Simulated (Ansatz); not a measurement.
Re2C:
Space group P6₃/mmc (No. 194); a = b = 2.8466 Å, c = 9.8431 Å, α = β = 90.00°, γ = 120.00°

| atom | site | symmetry | x | y | z |
|---|---|---|---|---|---|
| Re | 4f | 3m. | 0.6667 | 0.3333 | 0.1083 |
| C | 2c | -6m2 | 0.3333 | 0.6667 | 0.2500 |

Relaxed at zero pressure with r²SCAN (plane waves, PAW; program Ansatz).

Task: The volume is lowered by 9 % and shape and atoms relax at that volume. What pressure results, and how do the axes share the change?

Result: 49.0 GPa; a -3.4 %, b -3.4 %, c -2.6 %; the energy rises by 146 meV/atom.

Task: Give the new structure.

Result: 
Space group P6₃/mmc (No. 194); a = 2.751 Å, b = 2.751 Å, c = 9.591 Å, α = 90.00°, β = 90.00°, γ = 120.00°

```tsv
atom	site	symmetry	x	y	z
Re	4f	3m.	0.6667	0.3333	0.1079
C	2c	-6m2	0.3333	0.6667	0.2500
```

The phase is kept; no other phase was compared at this pressure.

Space group P6_3/mmc. The workflow started from a Materials Project entry (that database holds measured and hypothetical structures alike); the Crystallography Open Database copy checked does not list it. Whether it is the stable phase at ambient conditions was not checked. Symmetry was held in the r²SCAN relaxation; its stability against distortions is not shown here. The run is not spin-polarised. Spin–orbit coupling is left out wherever it is not named.

Potentials: the later of the program's two PAW sets.
